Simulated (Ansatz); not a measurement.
# Turning moments in Eu (Im-3m)

The geometry is a structure as deposited in COD, repeated to hold the magnetic orders, held fixed and not relaxed.

Settings: PBE, 8×8×3 k mesh, Fermi–Dirac smearing of 0.05 eV. PAW means Ansatz 0.2.0 on its default frozen-core files. Site moments are integrated in spheres about the atoms.

Input of the first run:

```yaml
crystal:
  lattice:
    - [-2.303, 2.303, 2.303]
    - [2.303, -2.303, 2.303]
    - [9.212, 9.212, 0.0]
  atoms:
    - { symbol: Eu, position: [0.0, 0.0, 0.0], spin: 7.1, spin_axis: [0.0, 0.0, 1.0] }
    - { symbol: Eu, position: [0.5, 0.5, 0.25], spin: 7.1, spin_axis: [0.0, 0.0, 1.0] }
    - { symbol: Eu, position: [0.0, 0.0, 0.5], spin: 7.1, spin_axis: [0.0, 0.0, 1.0] }
    - { symbol: Eu, position: [0.5, 0.5, 0.75], spin: 7.1, spin_axis: [0.0, 0.0, 1.0] }
magnetization:
  noncollinear: true
kpoints:
  mp_grid: { grid: [8, 8, 3] }
scf:
  occupations: { method: fermi_dirac, width: 0.05 }
hamiltonian:
  xc: pbe
  pseudopotentials: { kind: paw }
output:
  eigenvalues: false
```

Command: `ansatz run input.yaml --threads 2 --pin off --max-ram 6144MiB --backend cpu --events-out ev --progress --plain --runs-dir out`

The input for «in-plane start at Eu1 0°, Eu2 90°, Eu3 180°, Eu4 270°» by PAW differs from it in these lines, output keys apart:

```diff
-    - { symbol: Eu, position: [0.0, 0.0, 0.0], spin: 7.1, spin_axis: [0.0, 0.0, 1.0] }
-    - { symbol: Eu, position: [0.5, 0.5, 0.25], spin: 7.1, spin_axis: [0.0, 0.0, 1.0] }
-    - { symbol: Eu, position: [0.0, 0.0, 0.5], spin: 7.1, spin_axis: [0.0, 0.0, 1.0] }
-    - { symbol: Eu, position: [0.5, 0.5, 0.75], spin: 7.1, spin_axis: [0.0, 0.0, 1.0] }
+    - { symbol: Eu, position: [0.0, 0.0, 0.0], spin: 7.1, spin_axis: [1.0, 0.0, 0.0] }
+    - { symbol: Eu, position: [0.5, 0.5, 0.25], spin: 7.1, spin_axis: [0.0, 1.0, 0.0] }
+    - { symbol: Eu, position: [0.0, 0.0, 0.5], spin: 7.1, spin_axis: [-1.0, 0.0, 0.0] }
+    - { symbol: Eu, position: [0.5, 0.5, 0.75], spin: 7.1, spin_axis: [0.0, -1.0, 0.0] }
```

The runs use spinors without spin–orbit coupling, and in-plane angles count from x. Energies count from the run that starts parallel.

| state | ΔF PAW (meV/atom) | largest moment, PAW (μB) | size of M, PAW (μB/cell) | directions kept |
| --- | --- | --- | --- | --- |
| parallel moments on spinors | 0.0 | 7.10 | 29.50 | yes |
| in-plane start at Eu1 0°, Eu2 90°, Eu3 180°, Eu4 270° | ? | 7.12 | 0.00 | yes |
| start Eu1↑ Eu2↑ Eu3↑ Eu4↓ on spinors | -4.1 | 7.13 | ? | yes |

Give the missing entry: row "in-plane start at Eu1 0°, Eu2 90°, Eu3 180°, Eu4 270°", column "ΔF PAW (meV/atom)".

-14.5.

Give the missing entry: row "start Eu1↑ Eu2↑ Eu3↑ Eu4↓ on spinors", column "size of M, PAW (μB/cell)".

14.53.

For the state «in-plane start at Eu1 0°, Eu2 90°, Eu3 180°, Eu4 270°», by PAW: Site moments (μB): Eu1 (7.12, 0.00, 0.00); Eu2 (0.00, 7.12, 0.00); Eu3 (-7.12, 0.00, 0.00); Eu4 (0.00, -7.12, 0.00). Cell moment 0.00 μB.

Without U a semilocal functional puts the f levels too near the Fermi level, which can change moments and the order of magnetic states; site and cell moments are spin moments. Spin–orbit coupling is left out although heavy atoms are present. With open f shells a run can end in a state that isn't the lowest. None of this fixes the real material's magnetic order: only patterns that fit the cell were computed, at zero temperature, with a functional that can overstate moments.
